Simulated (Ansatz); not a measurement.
CsBr (CsCl type)

```xyz
2
Lattice="4.3244 0.0000 0.0000 0.0000 4.3244 0.0000 0.0000 0.0000 4.3244" Properties=species:S:1:pos:R:3 pbc="T T T"
Cs     0.0000     0.0000     0.0000
Br     2.1622     2.1622     2.1622
```

The slice is a {100} plane (indices of the conventional cell) through the point (0.500, 0.500, 0.500) (fractional), spanned by u = [100] and v = [010] in vectors of this cell: u (4.32 Å) and v (4.32 Å, at 90° to u). It covers one period; positions are fractions (u, v).

All values below come from r2SCAN (plane waves to 500 eV, PAW, scalar-relativistic; Ansatz, a quantum-chemistry and plane-wave program). k mesh 8×8×8. Near the nuclei the fields are pseudised (PAW); where an atom keeps semicore shells as valence, they peak there. CsBr was relaxed with its symmetry unable to fall.

Task: Sketch the electron localisation function (ELF) on this plane as a map.

Result: 
```
|xxxx%@@@@%*-.   .-*%@@@@%xxx|
|xxx*@@@@%%*-.   .-*%%@@@@*xx|
|xx*%@@@@%#+-     -+#%@@@@%*x|
|#%@@@@@@%#+:     :+#%@@@@@@%|
|@@@@@@@%#*=.     .=*#%@@@@@@|
|@@@@@@%%*=:.     .:=*%%@@@@@|
|@@@@@%%#+-.       .-+#%%@@@@|
|@@%%%#*+-.         .-+*#%%%@|
|%%%##*=-.           .-=*##%%|
|***++=:.             .:=++**|
|----:..               ..:---|
|...                       ..|
|                            |
|                            |
|                            |
|...                       ..|
|----:..               ..:---|
|***++=:.             .:=++**|
|%%%##*=-.           .-=*##%%|
|@@%%%#*+-.         .-+*#%%%@|
|@@@@@%%#+-.       .-+#%%@@@@|
|@@@@@@%%*=:.     .:=*%%@@@@@|
|@@@@@@@%#*=.     .=*#%@@@@@@|
|#%@@@@@@%#+:     :+#%@@@@@@%|
|xx*%@@@@%#+-     -+#%@@@@%*x|
|xxx*@@@@%%*-.   .-*%%@@@@*xx|
|xxxx%@@@@%*-.   .-*%@@@@%xxx|
|xxxx#@@@@%*-.   .-*%@@@@#xxx|
```
Scale: ten equal steps from 0.01 (start of ' ') to 0.88 (end of '@'), in the order ' .:-=+*#%@'. Values: electron localisation function (ELF). The map has 28 points along u (one character each, u = 0 at the left) and 28 along v (v = 0 in the bottom row). Points within 0.5 Å of a nucleus are blanked (x), as the pseudised field means little there.
